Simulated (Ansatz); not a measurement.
Generalised stacking fault of PbTe (rock salt) on the {110} plane. The cell below holds the perfect crystal with the plane normal along z; tilting its third vector by the shift puts one fault into each cell, between planes 2.28 Å apart, at fixed cell height.

```yaml
crystal:
  lattice:
    - [4.55545, 0.00000, 0.00000]
    - [0.00000, 6.44238, 0.00000]
    - [2.27772, 3.22119, 6.83317]
  atoms:
    - { symbol: Te, position: [0.00000, 0.00000, 0.83333] }
    - { symbol: Te, position: [0.33333, 0.33333, 0.16667] }
    - { symbol: Te, position: [0.66667, 0.66667, 0.50000] }
    - { symbol: Pb, position: [0.00000, 0.50000, 0.83333] }
    - { symbol: Pb, position: [0.33333, 0.83333, 0.16667] }
    - { symbol: Pb, position: [0.66667, 0.16667, 0.50000] }
```

In-plane vectors a = (4.555, 0.000) Å, b = (0.000, 6.442) Å, area 29.35 Å². The shift is s times the vector a + b (length 7.890 Å), so s = 1 restores the start. The shift is rigid: no atom relaxes. γ = [E(shift) − E(0)] / area.

These are PBEsol (plane waves to 420 eV, PAW, scalar-relativistic; Ansatz, a first-principles code) values and carry that method's errors. k mesh 7×7×7 (Γ-centred), Fermi-Dirac smearing 0.05 eV. Energies are extrapolated to zero smearing. As the smearing reaches across the gap at some points, the k mesh leaves noise in γ, roughly 0.02 J/m² as judged from a few cases. Faults lie only 6.8 Å apart, and holding the cell height and the atoms raises γ above its relaxed value. PbTe was relaxed with its symmetry unable to fall. Spin-orbit coupling is left out, though Pb and Te are heavy. The PAW data are Ansatz's earlier set. The zero of γ is zero shift. The last digit holds for this mesh only.

```csv
s,γ (J/m²)
0.000,0.00
0.083,0.18
0.167,0.59
0.250,0.99
0.333,1.64
0.417,2.98
0.500,withheld
0.583,2.98
0.667,1.64
0.750,0.99
0.833,0.59
0.917,0.18
```

Task: Fit a Fourier form (three harmonics of 1 − cos and sin) to the given rows and predict γ at s = 0.500.

Result: Least squares on the 11 given rows: γ = (1.575)·[1 − cos(2πs)] + (-0.445)·[1 − cos(4πs)] + (0.242)·[1 − cos(6πs)], in J/m²; root-mean-square residual 0.043 J/m². At 0.500 the fit gives 3.63 J/m²; the calculation gives 3.88 J/m², so the interpolation is off by -0.25 (-6.4 %). 

(The slope of γ gives the shear force per area between the displaced halves; near zero shift its curvature is an elastic stiffness.)
